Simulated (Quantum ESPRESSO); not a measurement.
## Band energies of CsO$_{2}$H$_{3}$

```
CELL_PARAMETERS angstrom
      4.25023     0.00000     0.00000
      0.00000     2.21260     4.02356
      0.00000    -2.21260     4.02356
ATOMIC_POSITIONS crystal
  H  0.50000 0.55847 0.55847
  H  0.50000 0.07118 0.45270
  H  0.50000 0.45270 0.07118
  O  0.50000 0.67951 0.67951
  O  0.50000 0.33406 0.33406
  Cs 0.00000 0.98533 0.98533
```

LDA (Quantum ESPRESSO, PseudoDojo norm-conserving, 84 Ry, without SOC); path ΓXSRAZΓYX1A1TY,ZT; energies in eV from the valence-band maximum.

```csv
k (1/Å),point,band 8,band 9,band 10,band 11,band 12,band 13,band 14,band 15
0.00,Γ,-5.43,-2.02,-1.33,-0.58,0.00,4.10,4.74,7.31
0.46,,-4.81,-2.30,-1.40,-0.84,-0.25,5.38,5.60,6.56
0.92,X,-3.85,-3.26,-1.39,-0.57,-0.43,5.42,6.50,6.81
1.15,,-4.09,-2.99,-1.41,-0.54,-0.50,5.35,5.91,7.55
1.37,S,-4.24,-2.85,-1.43,-0.61,-0.44,5.14,5.81,8.22
1.55,,-4.26,-2.83,-1.41,-0.65,-0.46,5.38,6.10,7.78
2.11,R,-4.36,-2.75,-1.40,-0.66,-0.61,6.45,6.54,7.90
2.55,A,-3.94,-3.42,-1.31,-0.52,-0.50,7.13,7.36,7.72
3.11,,-5.11,-2.37,-1.72,-0.61,-0.51,6.42,6.60,7.09
3.48,Z,-5.42,-2.24,-2.13,-0.75,-0.28,6.11,6.63,7.03
4.03,,-5.43,-2.06,-1.47,-0.61,-0.05,4.39,5.06,7.19
4.22,Γ,-5.43,-2.02,-1.33,-0.58,0.00,4.10,4.74,7.31
4.41,,-5.25,-2.21,-1.36,-0.55,-0.05,4.43,4.92,7.03
5.00,Y,-4.50,-3.08,-1.51,-0.38,-0.35,5.10,5.98,8.09
5.33,,-3.97,-3.29,-1.43,-0.50,-0.37,5.47,6.23,7.01
5.49,X1,-3.85,-3.26,-1.39,-0.57,-0.43,5.42,6.50,6.81
5.79,,-3.88,-3.33,-1.36,-0.55,-0.45,6.31,6.83,7.02
6.09,,-3.93,-3.41,-1.32,-0.53,-0.49,7.15,7.27,7.77
6.23,A1,-3.94,-3.42,-1.31,-0.52,-0.50,7.13,7.36,7.72
6.56,,-4.02,-3.09,-1.37,-0.53,-0.40,6.56,6.58,7.80
6.73,T,-4.04,-2.99,-1.40,-0.54,-0.39,6.36,6.43,7.92
6.88,,-4.06,-3.00,-1.39,-0.54,-0.39,6.24,6.54,7.97
7.32,,-4.43,-3.08,-1.48,-0.38,-0.38,5.23,6.16,7.92
7.47,Y,-4.50,-3.08,-1.51,-0.38,-0.35,5.10,5.98,8.09
7.47,Z,-5.42,-2.24,-2.13,-0.75,-0.28,6.11,6.63,7.03
7.86,,-4.93,-2.37,-1.71,-0.57,-0.45,6.31,6.40,7.43
8.25,T,-4.04,-2.99,-1.40,-0.54,-0.39,6.36,6.43,7.92
```

The LDA gap is direct, 4.10 eV at Γ.

Geometry of the Materials Project entry, not relaxed at this level.

The structure is a Materials Project entry; no match was found in the copy of COD used, and its stability was not checked.

Letters of k points follow the standard setting of the lattice, whose axes may be ordered differently from the printed cell.
